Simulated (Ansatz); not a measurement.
**SrPb: pressure against volume**

SrPb, Cmcm, a = 5.033 Å, b = 12.196 Å, c = 4.610 Å. The structure is a COD entry; whether it is the stable form wasn't checked. Ansatz: PBEsol, PAW, 420 eV, Γ-centred 10×10×10 mesh on 4 atoms, Gaussian smearing 0.10 eV; no spin polarisation. Shape and atoms are relaxed at each volume; pressure is positive in compression.

```
V (Å³/atom) P (GPa)
     33.249        ?
     34.310     1.03
     35.371     0.00
     36.433    -0.88
     37.494    -1.61
```

**Question.** Take V0 = 35.371 Å³/atom, fit the third-order Birch–Murnaghan form to the other rows, and predict the missing pressure.

**Answer.** With the Eulerian strain f = ½[(V0/V)^(2/3) − 1] and y = P/[3f(1 + 2f)^(5/2)], the form is the line y = B0 + 1.5 B0 (B0′ − 4) f. Rows (f, y): 0.01026, 31.8; -0.00976, 31.6; -0.01906, 31.0. Means f = -0.006187, y = 31.467; Σ(Δf)² = 0.0004490, ΣΔfΔy = 0.01101; the slope is their ratio. y = 31.62 + 24.53 f GPa, so B0 = 31.6 GPa and B0′ = 4 + 2 × (24.53)/(3 × 31.62) = 4.52. At V = 33.249, f = 0.02105, y = 32.14 and P = 2.25 GPa. The run gave 2.26 GPa, so the fit is 0.01 GPa too low, a small miss on the scale of the series. The form still works here, 33 % of the fitted range beyond its end.

Spin–orbit coupling is left out, which can shift energies with elements as heavy as these.